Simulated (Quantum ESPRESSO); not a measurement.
## Band energies of GaN at -2 % biaxial strain

```xyz
4
Lattice="3.1201 0.0000 0.0000 -1.5601 2.7021 0.0000 0.0000 0.0000 5.2382" Properties=species:S:1:pos:R:3 pbc="T T T"
N      1.5601     0.9007     4.5738
N      0.0000     1.8014     1.9547
Ga     1.5601     0.9007     2.6287
Ga     0.0000     1.8014     0.0096
```

PBE (stringent potentials; Quantum ESPRESSO, PseudoDojo norm-conserving, 114 Ry, no spin-orbit coupling); path ΓMKΓALHA,LM,KH; energies in eV from the valence-band maximum.

| k (1/Å) | point | band 22 | band 23 | band 24 | band 25 | band 26 | band 27 | band 28 | band 29 |
|---|---|---|---|---|---|---|---|---|---|
| 0.00 | Γ | -0.99 | -0.99 | -0.25 | 0.00 | 0.00 | 2.03 | 4.79 | 9.08 |
| 0.32 |  | -2.24 | -1.36 | -1.31 | -0.42 | -0.18 | 3.15 | 5.76 | 8.54 |
| 0.63 |  | -4.42 | -3.25 | -2.09 | -1.02 | -0.61 | 4.52 | 6.36 | 7.07 |
| 0.95 |  | -5.26 | -4.60 | -2.65 | -2.02 | -0.98 | 5.24 | 5.86 | 6.04 |
| 1.16 | M | -5.52 | -4.44 | -2.76 | -2.43 | -1.06 | 5.35 | 5.65 | 5.90 |
| 1.27 |  | -5.50 | -4.42 | -2.92 | -2.44 | -1.20 | 5.56 | 5.67 | 5.97 |
| 1.72 |  | -5.38 | -5.18 | -3.48 | -2.92 | -2.79 | 4.95 | 7.74 | 8.22 |
| 1.83 | K | -5.51 | -5.48 | -3.18 | -3.18 | -2.94 | 4.88 | 8.06 | 8.06 |
| 2.04 |  | -5.57 | -4.67 | -3.88 | -2.63 | -2.52 | 5.13 | 7.38 | 8.23 |
| 2.35 |  | -4.57 | -4.56 | -3.18 | -1.62 | -1.49 | 5.79 | 6.28 | 7.86 |
| 2.66 |  | -3.37 | -2.82 | -1.78 | -0.72 | -0.64 | 4.16 | 6.75 | 7.90 |
| 3.07 |  | -1.15 | -1.04 | -0.27 | -0.20 | -0.02 | 2.21 | 4.92 | 9.04 |
| 3.18 | Γ | -0.99 | -0.99 | -0.25 | 0.00 | 0.00 | 2.03 | 4.79 | 9.08 |
| 3.42 |  | -1.34 | -0.90 | -0.90 | -0.10 | -0.10 | 2.92 | 4.82 | 8.84 |
| 3.78 | A | -4.17 | -0.51 | -0.51 | -0.51 | -0.51 | 4.52 | 4.52 | 8.50 |
| 4.09 |  | -4.18 | -1.45 | -1.45 | -0.80 | -0.80 | 5.19 | 5.19 | 8.09 |
| 4.52 |  | -5.41 | -2.41 | -2.41 | -1.59 | -1.59 | 4.99 | 4.99 | 8.03 |
| 4.83 |  | -6.69 | -2.20 | -2.20 | -1.95 | -1.95 | 4.42 | 4.42 | 7.96 |
| 4.94 | L | -6.80 | -2.18 | -2.18 | -1.98 | -1.98 | 4.37 | 4.37 | 7.95 |
| 5.13 |  | -6.72 | -2.64 | -2.64 | -1.92 | -1.92 | 4.74 | 4.74 | 8.14 |
| 5.42 |  | -6.40 | -3.99 | -3.99 | -1.80 | -1.80 | 5.87 | 5.87 | 7.77 |
| 5.61 | H | -6.29 | -4.40 | -4.40 | -1.75 | -1.75 | 6.37 | 6.37 | 7.19 |
| 5.80 |  | -6.27 | -4.06 | -4.06 | -1.81 | -1.81 | 6.02 | 6.02 | 7.67 |
| 6.09 |  | -5.65 | -2.91 | -2.91 | -2.07 | -2.07 | 5.67 | 5.67 | 8.29 |
| 6.38 |  | -4.58 | -2.23 | -2.23 | -1.59 | -1.59 | 5.65 | 5.65 | 7.96 |
| 6.66 |  | -4.17 | -1.30 | -1.30 | -0.78 | -0.78 | 5.12 | 5.12 | 8.15 |
| 6.95 | A | -4.17 | -0.51 | -0.51 | -0.51 | -0.51 | 4.52 | 4.52 | 8.50 |
| 6.95 | L | -6.80 | -2.18 | -2.18 | -1.98 | -1.98 | 4.37 | 4.37 | 7.95 |
| 7.25 |  | -6.08 | -3.55 | -2.55 | -1.95 | -1.35 | 4.27 | 5.27 | 7.59 |
| 7.55 | M | -5.52 | -4.44 | -2.76 | -2.43 | -1.06 | 5.35 | 5.65 | 5.90 |
| 7.55 | K | -5.51 | -5.48 | -3.18 | -3.18 | -2.94 | 4.88 | 8.06 | 8.06 |
| 7.75 |  | -5.76 | -5.35 | -3.17 | -2.78 | -2.78 | 5.25 | 7.64 | 7.64 |
| 8.15 | H | -6.29 | -4.40 | -4.40 | -1.75 | -1.75 | 6.37 | 6.37 | 7.19 |

The PBE gap is direct, 2.03 eV at Γ.

Spin-orbit splittings are left out.

Geometry strained from the cell relaxed with PBEsol, atoms relaxed again.
